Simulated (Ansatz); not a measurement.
An Ansatz (a first-principles code) run. Input:

Ansatz 0.2 input:
```yaml
crystal:
  lattice:
    - [4.5479178284, 0.0, 0.0]
    - [0.0, 4.5479178284, 0.0]
    - [0.0, 0.0, 2.9173165659]
  atoms:
    - { symbol: Ti, position: [0.5, 0.5, 0.0] }
    - { symbol: Ti, position: [0.0, 0.0, 0.5] }
    - { symbol: O, position: [0.6960352332, 0.6960352332, 0.5] }
    - { symbol: O, position: [0.3039647668, 0.3039647668, 0.5] }
    - { symbol: O, position: [0.8039647668, 0.1960352332, 0.0] }
    - { symbol: O, position: [0.1960352332, 0.8039647668, 0.0] }
kpoints:
  mp_grid: { grid: [6, 6, 9] }
hamiltonian:
  xc: lda
  pseudopotentials: { kind: paw }
scf:
  occupations: { method: fixed }
elastic: { mode: relaxed_ion, stencil: two_point, amplitude: 0.005, f_tol: 0.0005 }
```

Output (shortened):

```
Pseudopotential: Ti, paw, valence charge 12
Pseudopotential: O, paw, valence charge 6
Functional definition: SPW92
Crystal: 6 atoms, lattice volume = 60.340 Å³
Basis set: ecut = 420 eV, 1161 PW (Γ)
Bands: 30, of which v1, the nominal top of the filled ones, is band 24 counted from 1 (23 counted from 0)
Symmetry: 16 space group operations
Space group: P42/mnm (ITA 136), of the structure as read, at distance tolerance 3.9e-5 Å
k-points: 50 of 324
SCF 1 converged in 11 iterations: F = -7130.396571 eV  dr2 = 9.98e-14
Crystal: 6 atoms, lattice volume = 60.039 Å³
Symmetry: 8 space group operations
k-points: 80 of 324
SCF 2 converged in 11 iterations: F = -7130.395074 eV  dr2 = 1.23e-14
relax step   1: F+E_penalty+E_count = -7130.39507421 eV  Δ(F+E_penalty+E_count) = +0.000e0 eV  max|allowed force component| = 2.076e-2 eV/Å  Δτ_max = 0.0000 Å  (11 SCF iters, accepted)
Crystal: 6 atoms, lattice volume = 60.039 Å³
SCF 3 converged in 9 iterations: F = -7130.395157 eV  dr2 = 1.31e-14
relax step   2: F+E_penalty+E_count = -7130.39515737 eV  Δ(F+E_penalty+E_count) = -8.315e-5 eV  max|allowed force component| = 1.353e-2 eV/Å  Δτ_max = 0.0019 Å  (9 SCF iters, accepted)
Crystal: 6 atoms, lattice volume = 60.039 Å³
SCF 4 converged in 10 iterations: F = -7130.395267 eV  dr2 = 4.89e-15
relax step   3: F+E_penalty+E_count = -7130.39526664 eV  Δ(F+E_penalty+E_count) = -1.093e-4 eV  max|allowed force component| = 6.350e-5 eV/Å  Δτ_max = 0.0069 Å  (10 SCF iters, accepted)
Crystal: 6 atoms, lattice volume = 60.039 Å³
SCF 5 converged in 2 iterations: F = -7130.395267 eV  dr2 = 1.94e-15
Crystal: 6 atoms, lattice volume = 60.642 Å³
Basis set: ecut = 420 eV, 1169 PW (Γ)
SCF 6 converged in 11 iterations: F = -7130.395121 eV  dr2 = 3.42e-14
relax step   1: F+E_penalty+E_count = -7130.39512091 eV  Δ(F+E_penalty+E_count) = +0.000e0 eV  max|allowed force component| = 2.178e-2 eV/Å  Δτ_max = 0.0000 Å  (11 SCF iters, accepted)
Crystal: 6 atoms, lattice volume = 60.642 Å³
SCF 7 converged in 9 iterations: F = -7130.395296 eV  dr2 = 8.61e-14
relax step   2: F+E_penalty+E_count = -7130.39529610 eV  Δ(F+E_penalty+E_count) = -1.752e-4 eV  max|allowed force component| = 9.889e-4 eV/Å  Δτ_max = 0.0087 Å  (9 SCF iters, accepted)
Crystal: 6 atoms, lattice volume = 60.642 Å³
SCF 8 converged in 8 iterations: F = -7130.395299 eV  dr2 = 7.85e-14
relax step   3: F+E_penalty+E_count = -7130.39529898 eV  Δ(F+E_penalty+E_count) = -2.878e-6 eV  max|allowed force component| = 1.410e-4 eV/Å  Δτ_max = 0.0011 Å  (8 SCF iters, accepted)
Crystal: 6 atoms, lattice volume = 60.642 Å³
SCF 9 converged in 2 iterations: F = -7130.395299 eV  dr2 = 2.52e-14
Crystal: 6 atoms, lattice volume = 60.039 Å³
SCF 10 converged in 11 iterations: F = -7130.394095 eV  dr2 = 2.16e-14
relax step   1: F+E_penalty+E_count = -7130.39409515 eV  Δ(F+E_penalty+E_count) = +0.000e0 eV  max|allowed force component| = 2.369e-2 eV/Å  Δτ_max = 0.0000 Å  (11 SCF iters, accepted)
Crystal: 6 atoms, lattice volume = 60.039 Å³
SCF 11 converged in 9 iterations: F = -7130.394161 eV  dr2 = 8.03e-15
relax step   2: F+E_penalty+E_count = -7130.39416055 eV  Δ(F+E_penalty+E_count) = -6.539e-5 eV  max|allowed force component| = 1.403e-2 eV/Å  Δτ_max = 0.0006 Å  (9 SCF iters, accepted)
Crystal: 6 atoms, lattice volume = 60.039 Å³
SCF 12 converged in 9 iterations: F = -7130.394196 eV  dr2 = 1.99e-14
relax step   3: F+E_penalty+E_count = -7130.39419588 eV  Δ(F+E_penalty+E_count) = -3.534e-5 eV  max|allowed force component| = 3.145e-5 eV/Å  Δτ_max = 0.0009 Å  (9 SCF iters, accepted)
Crystal: 6 atoms, lattice volume = 60.039 Å³
SCF 13 converged in 2 iterations: F = -7130.394196 eV  dr2 = 5.16e-15
Crystal: 6 atoms, lattice volume = 60.642 Å³
SCF 14 converged in 11 iterations: F = -7130.394075 eV  dr2 = 2.39e-14
relax step   1: F+E_penalty+E_count = -7130.39407517 eV  Δ(F+E_penalty+E_count) = +0.000e0 eV  max|allowed force component| = 2.165e-2 eV/Å  Δτ_max = 0.0000 Å  (11 SCF iters, accepted)
Crystal: 6 atoms, lattice volume = 60.642 Å³
SCF 15 converged in 9 iterations: F = -7130.394163 eV  dr2 = 1.38e-14
relax step   2: F+E_penalty+E_count = -7130.39416271 eV  Δ(F+E_penalty+E_count) = -8.753e-5 eV  max|allowed force component| = 8.391e-4 eV/Å  Δτ_max = 0.0014 Å  (9 SCF iters, accepted)
Crystal: 6 atoms, lattice volume = 60.642 Å³
SCF 16 converged in 8 iterations: F = -7130.394163 eV  dr2 = 2.88e-15
relax step   3: F+E_penalty+E_count = -7130.39416284 eV  Δ(F+E_penalty+E_count) = -1.314e-7 eV  max|allowed force component| = 1.794e-6 eV/Å  Δτ_max = 0.0001 Å  (8 SCF iters, accepted)
Crystal: 6 atoms, lattice volume = 60.642 Å³
SCF 17 converged in 2 iterations: F = -7130.394163 eV  dr2 = 1.24e-15
Crystal: 6 atoms, lattice volume = 60.340 Å³
Basis set: ecut = 420 eV, 1163 PW (Γ)
Symmetry: 4 space group operations
k-points: 112 of 324
SCF 18 converged in 10 iterations: F = -7130.395839 eV  dr2 = 1.14e-14
relax step   1: F+E_penalty+E_count = -7130.39583915 eV  Δ(F+E_penalty+E_count) = +0.000e0 eV  max|allowed force component| = 3.009e-2 eV/Å  Δτ_max = 0.0000 Å  (10 SCF iters, accepted)
Crystal: 6 atoms, lattice volume = 60.340 Å³
SCF 19 converged in 8 iterations: F = -7130.395921 eV  dr2 = 2.95e-14
relax step   2: F+E_penalty+E_count = -7130.39592056 eV  Δ(F+E_penalty+E_count) = -8.141e-5 eV  max|allowed force component| = 1.979e-2 eV/Å  Δτ_max = 0.0008 Å  (8 SCF iters, accepted)
Crystal: 6 atoms, lattice volume = 60.340 Å³
SCF 20 converged in 9 iterations: F = -7130.395983 eV  dr2 = 5.34e-15
relax step   3: F+E_penalty+E_count = -7130.39598266 eV  Δ(F+E_penalty+E_count) = -6.210e-5 eV  max|allowed force component| = 1.077e-4 eV/Å  Δτ_max = 0.0016 Å  (9 SCF iters, accepted)
Crystal: 6 atoms, lattice volume = 60.340 Å³
SCF 21 converged in 2 iterations: F = -7130.395983 eV  dr2 = 1.89e-15
Crystal: 6 atoms, lattice volume = 60.340 Å³
SCF 22 converged in 10 iterations: F = -7130.395839 eV  dr2 = 1.14e-14
relax step   1: F+E_penalty+E_count = -7130.39583915 eV  Δ(F+E_penalty+E_count) = +0.000e0 eV  max|allowed force component| = 3.009e-2 eV/Å  Δτ_max = 0.0000 Å  (10 SCF iters, accepted)
Crystal: 6 atoms, lattice volume = 60.340 Å³
SCF 23 converged in 9 iterations: F = -7130.395983 eV  dr2 = 1.66e-14
relax step   2: F+E_penalty+E_count = -7130.39598261 eV  Δ(F+E_penalty+E_count) = -1.435e-4 eV  max|allowed force component| = 5.851e-4 eV/Å  Δτ_max = 0.0024 Å  (9 SCF iters, accepted)
Crystal: 6 atoms, lattice volume = 60.340 Å³
SCF 24 converged in 7 iterations: F = -7130.395983 eV  dr2 = 5.54e-14
relax step   3: F+E_penalty+E_count = -7130.39598266 eV  Δ(F+E_penalty+E_count) = -5.238e-8 eV  max|allowed force component| = 1.881e-4 eV/Å  Δτ_max = 0.0000 Å  (7 SCF iters, accepted)
Crystal: 6 atoms, lattice volume = 60.340 Å³
SCF 25 converged in 2 iterations: F = -7130.395983 eV  dr2 = 2.53e-14
Crystal: 6 atoms, lattice volume = 60.340 Å³
k-points: 65 of 324
SCF 26 converged in 13 iterations: F = -7130.395501 eV  dr2 = 3.99e-14
relax step   1: F+E_penalty+E_count = -7130.39550133 eV  Δ(F+E_penalty+E_count) = +0.000e0 eV  max|allowed force component| = 8.772e-3 eV/Å  Δτ_max = 0.0000 Å  (13 SCF iters, accepted)
Crystal: 6 atoms, lattice volume = 60.340 Å³
SCF 27 converged in 9 iterations: F = -7130.395508 eV  dr2 = 2.49e-14
relax step   2: F+E_penalty+E_count = -7130.39550785 eV  Δ(F+E_penalty+E_count) = -6.521e-6 eV  max|allowed force component| = 2.591e-3 eV/Å  Δτ_max = 0.0002 Å  (9 SCF iters, accepted)
Crystal: 6 atoms, lattice volume = 60.340 Å³
SCF 28 converged in 8 iterations: F = -7130.395508 eV  dr2 = 4.00e-14
relax step   3: F+E_penalty+E_count = -7130.39550843 eV  Δ(F+E_penalty+E_count) = -5.795e-7 eV  max|allowed force component| = 5.863e-5 eV/Å  Δτ_max = 0.0001 Å  (8 SCF iters, accepted)
Crystal: 6 atoms, lattice volume = 60.340 Å³
SCF 29 converged in 2 iterations: F = -7130.395508 eV  dr2 = 1.30e-14
Crystal: 6 atoms, lattice volume = 60.340 Å³
SCF 30 converged in 13 iterations: F = -7130.395501 eV  dr2 = 4.27e-14
relax step   1: F+E_penalty+E_count = -7130.39550133 eV  Δ(F+E_penalty+E_count) = +0.000e0 eV  max|allowed force component| = 8.772e-3 eV/Å  Δτ_max = 0.0000 Å  (13 SCF iters, accepted)
Crystal: 6 atoms, lattice volume = 60.340 Å³
SCF 31 converged in 10 iterations: F = -7130.395508 eV  dr2 = 6.08e-15
relax step   2: F+E_penalty+E_count = -7130.39550842 eV  Δ(F+E_penalty+E_count) = -7.094e-6 eV  max|allowed force component| = 2.300e-4 eV/Å  Δτ_max = 0.0003 Å  (10 SCF iters, accepted)
Crystal: 6 atoms, lattice volume = 60.340 Å³
SCF 32 converged in 2 iterations: F = -7130.395508 eV  dr2 = 2.43e-15
SCF converged after 11 iterations
Free energy (F): -7130.396571 eV
Harris-Foulkes:  -7130.396571 eV  (|F-HF|=1.82e-12)
Internal energy: -7130.396571 eV  (E = F + TS)
E sigma→0 (E₀):  -7130.396571 eV
Fermi energy:    9.275065 eV
--- Per-component energies (eV) ---
  E_band       = -378.098595
  E_kinetic    = 1245.380465
  E_local      = -3034.762028  (includes V_loc(G=0)·N_el)
  E_nonlocal   = 212.018931
  E_hartree    = 1150.785817
  E_xc         = -486.334986
  E_vxc        = -620.149356  (∫ρ·V_xc dr)
  E_paw        = -2581.376367  (= ΣΔE_a)
  E_vpaw       = -482.168656  (= ΣTr[D̂ρ^β])
  E_aug_tail   = 0.010408  (compensation charges beyond the density's cutoff)
  E_ewald      = -3637.158398
  E_core_change = 1.039587  (= ΣΔE_core)
  E_smearing   =  0.000000  (= −TS)
  E_closure    =  0.000000  (closes the sum)
  Σ components = -7130.396571   (vs F -7130.396571, Δ=0.00e0)
--- Forces (eV/Å), atoms counted from 1 ---
  atom   1  Ti     0.00000000     0.00000000     0.00000000
  atom   2  Ti     0.00000000     0.00000000     0.00000000
  atom   3  O     -0.00008526    -0.00008526     0.00000000
  atom   4  O      0.00008526     0.00008526     0.00000000
  atom   5  O      0.00008526    -0.00008526     0.00000000
  atom   6  O     -0.00008526     0.00008526     0.00000000
  max |Σ_I F_I| component: 1.73e-18 eV/Å
--- Stress (GPa, compression-positive) ---
        0.004005       0.000000       0.000000
        0.000000       0.004005       0.000000
        0.000000       0.000000      -0.026278
  P = ⅓ Tr σ = -0.0061 GPa (-0.061 kbar)
--- Band table (eV; the first three rows and the last of 50) ---
  k-point 0: bands = ["-46.8673", "-46.8455", "-23.5446", "-23.5446", "-23.3483", "-23.3483", "-23.3064", "-23.2642", "-8.8302", "-7.5530", "-6.6992", "-6.6992", "3.2836", "3.6895", "3.9992", "5.3283", "5.3283", "6.6181", "6.6181", "7.2693", "8.5864", …
  k-point 1: bands = ["-46.8607", "-46.8401", "-23.5282", "-23.5282", "-23.3707", "-23.3451", "-23.3451", "-23.3321", "-8.6854", "-7.4671", "-6.7710", "-6.7710", "3.4754", "3.8376", "4.1486", "5.1632", "5.1632", "6.8692", "6.8967", "6.8967", "8.0420", …
  k-point 2: bands = ["-46.8435", "-46.8267", "-23.5300", "-23.5005", "-23.4850", "-23.4850", "-23.3381", "-23.3381", "-8.2992", "-7.2656", "-6.9519", "-6.9519", "3.9834", "4.2154", "4.5890", "4.9959", "4.9959", "6.0354", "6.9919", "7.3514", "7.3514", …
  k-point 49: bands = ["-46.8061", "-46.8061", "-23.8104", "-23.8104", "-23.3919", "-23.3919", "-23.3409", "-23.3409", "-7.3962", "-7.3962", "-7.0847", "-7.0847", "4.2729", "4.2729", "4.5634", "4.5634", "5.6270", "5.6270", "6.5137", "6.5137", "7.8559", …
--- Elastic constants: 4 strain directions × 2 members + reference (group order 16) ---
  dense FFT box of the reference and of every strained cell: 32×32×20
  strains applied: 11, 33, 23, 12; error gains …
  C = ∂σ_k/∂η_j (tension-positive GPa; Voigt order 11 22 33 23 13 12):
       296.911    219.676    174.826      0.000      0.000      0.000
       219.676    296.911    174.826      0.000      0.000      0.000
       174.701    174.701    528.229      0.000      0.000      0.000
         0.000      0.000      0.000    125.494      0.000      0.000
         0.000      0.000      0.000      0.000    125.494      0.000
         0.000      0.000      0.000      0.000      0.000    245.094
  reference stress σ⁰ (GPa):     -0.004     -0.004      0.026      0.000      0.000      0.000
  moduli (Voigt/Reuss/Hill, GPa): K = 251.16/242.33/246.74   G = 136.07/94.29/115.18   E = 299.02   ν = 0.298
  mechanically stable: yes (min eigenvalue of sym C = 77.24 GPa)
  strain η (Voigt 11):  stress-route row diagonal C_11 = 296.91 GPa, energy-path curvature d²(F+E_count+ΔE)/dδ²/Ω₀ = 297.97 GPa
         δ    σ_11 (GPa)             F (eV)   n_scf  n_hpsi   n_pw
    -5.000e-3      -1.4917       -7130.3952666       2   19185   1191   relax 3 steps, max|allowed force component| 6.35e-5 eV/Å
     5.000e-3       1.4774       -7130.3952990       2   19292   1203   relax 3 steps, max|allowed force component| 1.41e-4 eV/Å
  strain η (Voigt 33):  stress-route row diagonal C_33 = 528.23 GPa, energy-path curvature d²(F+E_count+ΔE)/dδ²/Ω₀ = 527.31 GPa
         δ    σ_33 (GPa)             F (eV)   n_scf  n_hpsi   n_pw
    -5.000e-3      -2.6561       -7130.3941959       2   11988   1195   relax 3 steps, max|allowed force component| 3.15e-5 eV/Å
     5.000e-3       2.6262       -7130.3941628       2   11982   1202   relax 3 steps, max|allowed force component| 1.79e-6 eV/Å
  strain η (Voigt 23):  stress-route row diagonal C_44 = 125.49 GPa, energy-path curvature d²(F+E_count+ΔE)/dδ²/Ω₀ = 125.32 GPa
         δ    σ_23 (GPa)             F (eV)   n_scf  n_hpsi   n_pw
    -5.000e-3      -0.6275       -7130.3959827       2   26924   1199   relax 3 steps, max|allowed force component| 1.08e-4 eV/Å
     5.000e-3       0.6275       -7130.3959827       2   27066   1199   relax 3 steps, max|allowed force component| 1.88e-4 eV/Å
  strain η (Voigt 12):  stress-route row diagonal C_66 = 245.09 GPa, energy-path curvature d²(F+E_count+ΔE)/dδ²/Ω₀ = 244.78 GPa
         δ    σ_12 (GPa)             F (eV)   n_scf  n_hpsi   n_pw
    -5.000e-3      -1.2255       -7130.3955084       2   15650   1197   relax 3 steps, max|allowed force component| 5.86e-5 eV/Å
     5.000e-3       1.2255       -7130.3955084       2   15622   1197   relax 2 steps, max|allowed force component| 2.30e-4 eV/Å
```

Cost: very roughly 4 core-minutes on shared cores.

Space group P4_2/mnm (rutile). Symmetry was held in the LDA relaxation; phonons on a q-mesh show weakly imaginary modes. No spin polarisation was allowed.

Potentials: the later of the program's two PAW sets.

Ansatz is a plane-wave DFT program.
